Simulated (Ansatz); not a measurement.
Total density of states per atom from plane-wave PAW r²SCAN (Ansatz code), in 0.25 eV bins, energy from the Fermi level:

```
E (eV) | states/eV/atom
    -7.85 | #### 0.18
    -7.60 | ###### 0.30
    -7.35 | ######## 0.37
    -7.10 | ###### 0.28
    -6.85 | #### 0.19
    -6.60 | ### 0.15
    -6.35 |  0.00
    -6.10 |  0.00
    -5.85 | ### 0.12
    -5.60 | ###### 0.30
    -5.35 | ######## 0.40
    -5.10 | ####### 0.35
    -4.85 | ####### 0.36
    -4.60 | ####### 0.33
    -4.35 | ######## 0.39
    -4.10 | ########## 0.47
    -3.85 | ########### 0.51
    -3.60 | ############ 0.56
    -3.35 | ############# 0.62
    -3.10 | ############## 0.67
    -2.85 | ############### 0.70
    -2.60 | ########## 0.49
    -2.35 | ############# 0.60
    -2.10 | ########### 0.53
    -1.85 | ############# 0.60
    -1.60 | ################ 0.75
    -1.35 | ############## 0.67
    -1.10 | ############# 0.60
    -0.85 | ############# 0.61
    -0.60 | ############# 0.60
    -0.35 | ########### 0.52
    -0.10 | ##### 0.24
     0.15 | ###### 0.31
     0.40 | ############ 0.57
     0.65 | ############# 0.62
     0.90 | ############## 0.69
     1.15 | ################ 0.79
     1.40 | ######################### 1.19
     1.65 | ####################### 1.09
     1.90 | ########################### 1.32
     2.15 | ############################## 1.44
     2.40 | ######## 0.40
     2.65 | ######### 0.43
     2.90 | ########################## 1.26
     3.15 | ###################### 1.05
     3.40 | ############### 0.71
     3.65 | ########## 0.49
     3.90 | ###################### 1.07
```

Which compound is it?
(A) TiSi, Pnma (Ti on 4c, Si on 4c)
(B) YSiNi, Pnma (Y on 4c, Si on 4c, Ni on 4c)
(C) SiMo3, A15 (Cr3Si type)
(D) Zr3Si2, P4/mbm (Zr on 4h, Zr on 2a, Si on 4g)

A, TiSi, Pnma (Ti on 4c, Si on 4c). Within 0.5 eV of the Fermi level: Ti 3d 84 %, Si 3p 9 %, outside the projected shells 5 %. Projections are on Löwdin-orthogonalised atomic valence shells; empty p or d shells of many metals are not among them.

The workflow started from a Materials Project entry (that database holds measured and hypothetical structures alike); the Crystallography Open Database copy checked does not list it. COD files the formula under space group No. 25, so this cell is another polymorph or a model. Whether it is the stable phase at ambient conditions was not checked. The r²SCAN relaxation kept the symmetry of its start; its stability against distortions is not shown here. The run is not spin-polarised.

Potentials: the earlier of the program's two PAW sets.
